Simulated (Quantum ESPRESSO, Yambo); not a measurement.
LiTaF$_{6}$ (space group R-3, No. 148). The geometry is that of Materials Project entry mp-1080679, symmetrised and not relaxed again. Chain: PBEsol (pw.x of Quantum ESPRESSO, ONCV potentials, scalar-relativistic); G0W0 in Yambo (2×2×2 Γ-centred k mesh, bands 2 to 160 and a 7 Ry block in the screening, 160 bands in G with the Bruneval-Gonze terminator, plasmon pole fitted at 27.2 eV); BSE (4×4×4 mesh, 18 valence and 7 conduction bands, static screening with 67 bands and a 3 Ry block, scissor 4.70 eV, Tamm-Dancoff).

```json
{
  "PBEsol gap (dense path)": "6.46 eV",
  "PBEsol gap Γ → L on the GW mesh": "6.46 eV",
  "PBEsol smallest direct gap on the GW mesh, at L": "6.53 eV",
  "G0W0 direct gap at that point": "11.23 eV",
  "G0W0 correction to the gap Γ → L": "4.69 eV",
  "direct gap on the BSE mesh, with the scissor": "11.23 eV",
  "first BSE state allowed for light along x": "7.82 eV",
  "lowest BSE state": "7.34 eV",
  "binding_of_the_lowest_exciton": "3.89 eV",
  "RPA electronic dielectric constant along x": "2.17 (4×4×4 mesh, PBEsol bands)"
}
```

Rough cost of the Yambo steps against G0W0 for 8 states: BSE about 4×, one RPA spectrum about 1/4.

Nearest settings tried, and what they do to the gap: 106 bands in G: +22 meV; 106 bands in W, 106 bands in G: +100 meV; 6 Ry block (175 vectors against 223): +39 meV. Not varied: mesh. So the settings aren't converged at that level. The k mesh is coarse. The BSE states are vertical excitations (zero momentum). Convergence of the RPA response with its 4×4×4 mesh was not tested. Convergence of the binding with the mesh was not shown. Axes are Cartesian, with cell vectors (Å) (2.58, 1.49, 4.53), (-2.58, 1.49, 4.53), (0.00, -2.98, 4.53).

Without spin-orbit coupling, band edges of such heavy elements can be off by tenths of an eV.

The structure is a Materials Project entry; no match was found in the copy of COD used, and its stability was not checked.
